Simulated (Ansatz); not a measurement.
TaAg:
```
CELL_PARAMETERS angstrom
      2.82865     0.00000     0.00000
      0.00000     2.82865     0.00000
      0.00000     0.00000     4.40365
ATOMIC_POSITIONS crystal
  Ag 0.00000 0.00000 0.00000
  Ta 0.50000 0.50000 0.50000
```

Relaxed with PBE. Special points in fractions of this cell's reciprocal vectors: Γ (0.000, 0.000, 0.000); X (0.000, 0.500, 0.000); M (0.500, 0.500, 0.000); Z (0.000, 0.000, 0.500); R (0.000, 0.500, 0.500); A (0.500, 0.500, 0.500).

Task: List the band energies nearest the Fermi level at these points for PBE in the plane-wave PAW code Ansatz.

Result: In eV from the Fermi level; about four levels below and three above (degenerate sets whole), none deeper than 8.9 eV; points with the same levels are listed once.

```
k                          below                above
-  -----------------------------  -------------------
Γ  -4.57 -4.57 -3.83 -2.02 -1.53       0.80 3.63 3.63
X        -3.95 -2.35 -1.35 -0.28       1.97 3.60 7.51
M  -6.14 -6.14 -5.86 -3.09 -1.71  1.18 1.18 2.39 2.39
Z  -4.41 -4.41 -3.81 -2.32 -0.32       2.71 2.71 5.24
R        -4.41 -1.70 -1.68 -0.56       0.25 2.41 2.52
A        -3.64 -3.09 -1.82 -1.82       1.93 6.14 7.49
```

Space group P4/mmm (L1₀ or tetragonal B2). The start of the workflow was typed in or built on a structure type; neither database checked (COD, Materials Project) lists it. Whether it is the stable phase at ambient conditions was not checked. The cell was relaxed with PBE under the symmetry of its start; its stability against distortions is not shown here. The run is not spin-polarised. Its formation energy is positive at this level, so the cell may be metastable or incomplete. Scalar-relativistic: spin–orbit coupling is off unless named, which matters more the heavier the elements.

Potentials: the earlier of the program's two PAW sets.
